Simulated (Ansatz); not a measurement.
A geometry of Cu away from equilibrium: the start of the relaxation of a relaxed Cu cell, doubled along one cell vector, shaken by Gaussian noise of σ = 0.08 Å a coordinate. Method: PBEsol (plane waves to 420 eV, PAW, scalar-relativistic; Ansatz, a program for electronic structure). Γ-centred k-mesh 8×15×8 on the run's cell (coarser than for final values), Fermi–Dirac smearing 0.05 eV.

```xyz
4
Lattice="5.0225 0.0000 0.0000 -1.2556 2.1748 0.0000 0.0000 0.0000 4.1437" Properties=species:S:1:pos:R:3 pbc="T T T"
Cu     1.2187     0.7179     0.9295
Cu     3.9616     0.5926     1.0682
Cu    -0.1122     1.5783     3.1498
Cu     2.5021     1.5815     2.9188
```

Give the Cartesian forces on all atoms (eV/Å).


```tsv
atom	Fx	Fy	Fz
Cu1	1.20	0.43	0.64
Cu2	-1.14	0.59	-1.42
Cu3	0.58	0.02	-0.82
Cu4	-0.65	-1.04	1.60
```

What is the pressure?

+5.5 GPa, compression positive.

No spin polarisation in the result.

The end of the path is a generated cell of Cu: the first start was made by a random draw of sites in a space group, and the end was not matched to a known phase here, so it may be hypothetical. Known forms of Cu include space group No. 225.
